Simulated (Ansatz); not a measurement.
Molecular dynamics of NbReSi

Level of theory: DFT, PBEsol, scalar-relativistic, no spin polarisation; plane waves to 420 eV with PAW datasets (Ansatz 0.2.0), 3×3×2 k-mesh, Gaussian smearing of 0.05 eV; PAW files: Ansatz's generated set soft_2.

The chain of runs began from a structure of the Materials Project database, expanded in volume; all values here are this work's own. Such entries can be computed or ordered models and not known phases.

A 1×1×2 supercell of the relaxed crystal (18 atoms) starts from its ideal positions with Maxwell–Boltzmann velocities for 900 K; NVT with a Langevin thermostat, time step 3.0 fs.

```xyz
18
Lattice="6.817 0.000 0.000 -3.409 5.904 0.000 0.000 0.000 6.553" Properties=species:S:1:pos:R:3 pbc="T T T"
Nb    1.369    2.371    1.638
Nb    0.671    5.904    1.638
Nb    4.777    3.533    1.638
Re    2.525    4.374    0.000
Re    1.766    0.000    0.000
Re   -0.883    1.530    0.000
Si    3.409    1.968    0.000
Si    0.000    3.936    0.000
Si   -3.409    5.904    1.638
Nb    1.369    2.371    4.915
Nb    0.671    5.904    4.915
Nb    4.777    3.533    4.915
Re    2.525    4.374    3.277
Re    1.766    0.000    3.277
Re   -0.883    1.530    3.277
Si    3.409    1.968    3.277
Si    0.000    3.936    3.277
Si   -3.409    5.904    4.915
```

Q: How do temperature, potential energy and pressure develop over the first steps?

A: Kinetic energy flows into the lattice: the temperature goes from 850 K to a minimum of 330 K at 18 fs and stands at 573 K after 90 fs, with the potential energy 93 meV/atom over the start. Starting from the bottom of their wells, the modes swing together and trade kinetic for potential energy, and the thermostat adds or takes energy besides: kinetic plus potential energy has changed by 57 meV/atom at the last step. On so few atoms its random kicks make the temperature jump from step to step. The run is far too short for thermal averages. The temperature counts 3N degrees of freedom, and the pressure holds the kinetic part.

```tsv
t (fs)	T (K)	E_pot − E_pot(0) (meV/atom)	P (GPa)	rms shift (Å)
0.0	850	0.0	0.91	0.000
3.0	826	3.4	0.97	0.022
6.0	662	12.7	1.04	0.042
9.0	560	25.1	1.27	0.059
12.0	488	38.4	1.54	0.074
15.0	379	50.5	1.77	0.085
18.0	330	59.6	1.98	0.093
21.0	335	64.5	2.15	0.097
24.0	363	65.1	2.25	0.099
27.0	366	63.1	2.27	0.099
30.0	370	60.2	2.28	0.098
33.0	479	56.4	2.36	0.096
36.0	568	52.0	2.40	0.094
39.0	500	49.6	2.34	0.094
42.0	563	49.7	2.46	0.095
45.0	584	52.6	2.60	0.098
48.0	680	59.1	2.90	0.104
51.0	562	68.8	3.09	0.111
54.0	451	79.1	3.30	0.119
57.0	385	87.7	3.49	0.126
60.0	333	94.0	3.63	0.131
63.0	336	96.7	3.71	0.135
66.0	374	95.8	3.73	0.138
69.0	397	93.5	3.68	0.140
72.0	449	90.5	3.63	0.141
75.0	434	88.3	3.54	0.141
78.0	502	88.0	3.60	0.142
81.0	486	89.0	3.61	0.143
84.0	531	90.2	3.70	0.143
87.0	524	92.0	3.75	0.143
90.0	573	93.2	3.83	0.142
```

Q: At t = 57.0 fs the atoms stand as follows. Give the forces (eV/Å).
```xyz
18
Lattice="6.817 0.000 0.000 -3.409 5.904 0.000 0.000 0.000 6.553" Properties=species:S:1:pos:R:3 pbc="T T T"
Nb    1.481    2.296    1.725
Nb    0.694    5.783    1.535
Nb    4.722    3.641    1.592
Re    2.631    4.367    0.041
Re    1.892    0.064   -0.127
Re   -0.920    1.565    0.019
Si    3.353    1.929   -0.102
Si    0.039    3.859    0.047
Si   -3.406    5.868    1.668
Nb    1.316    2.399    4.907
Nb    0.682    6.004    4.816
Nb    4.748    3.378    4.930
Re    2.432    4.356    3.274
Re    1.783    0.065    3.377
Re   -0.877    1.512    3.204
Si    3.514    1.916    3.311
Si   -0.113    3.856    3.140
Si   -3.475    5.921    4.863
```

A: 
```tsv
atom	Fx	Fy	Fz
Nb1	-0.17	0.15	-1.08
Nb2	-0.30	1.25	0.69
Nb3	0.32	-1.16	-0.18
Re4	-1.35	0.01	-1.04
Re5	-2.61	-1.82	0.45
Re6	0.61	-1.30	0.46
Si7	0.94	0.69	1.48
Si8	-0.23	0.57	-0.82
Si9	1.14	0.98	-0.74
Nb10	0.00	0.18	-0.38
Nb11	0.07	-2.18	0.90
Nb12	0.54	2.24	-0.05
Re13	0.83	-0.38	0.26
Re14	-0.21	-1.21	-0.69
Re15	0.15	0.19	-0.16
Si16	-1.40	1.00	-1.67
Si17	0.89	1.13	1.26
Si18	0.78	-0.37	1.31
```

It took roughly 25 core-minutes on a shared host.

Spin–orbit coupling, which matters for such heavy elements, is left out. The k-mesh is coarse, so small energy differences aren't converged.
